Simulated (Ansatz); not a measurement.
Each is relaxed and computed with DFT-r²SCAN in the program Ansatz with PAW potentials. Which is the only metal?
A) ZrB2O5, P2_1/c (Pearson symbol mP32)
B) CaCu2S2, P-3m1 (Cu on 2d, Ca on 1a, S on 2d)
C) Cu2SiSe3, Cc (Pearson symbol mS24)
D) ZrCuSi, Pnma (Zr on 4c, Si on 4c, Cu on 4c)

D, ZrCuSi, Pnma (Zr on 4c, Si on 4c, Cu on 4c). ZrCuSi: metal; Cu2SiSe3: gap 0.68 eV (direct); CaCu2S2: gap 1.62 eV (direct); ZrB2O5: gap 4.45 eV (indirect). Standing as an ambient phase not checked: ZrCuSi, Pnma (Zr on 4c, Si on 4c, Cu on 4c); Cu2SiSe3, Cc (Pearson symbol mS24); CaCu2S2, P-3m1 (Cu on 2d, Ca on 1a, S on 2d); ZrB2O5, P2_1/c (Pearson symbol mP32). Perhaps ordered models of mixed-site phases: Cu2SiSe3, Cc (Pearson symbol mS24). All cells were relaxed under the symmetry of their starts (and spin orders); stability against distortions was not tested throughout. Rows with no word on spin ran without spin polarisation. Scalar-relativistic: spin–orbit coupling is off unless named, which matters more the heavier the elements.

Potentials: the later of the program's two PAW sets.
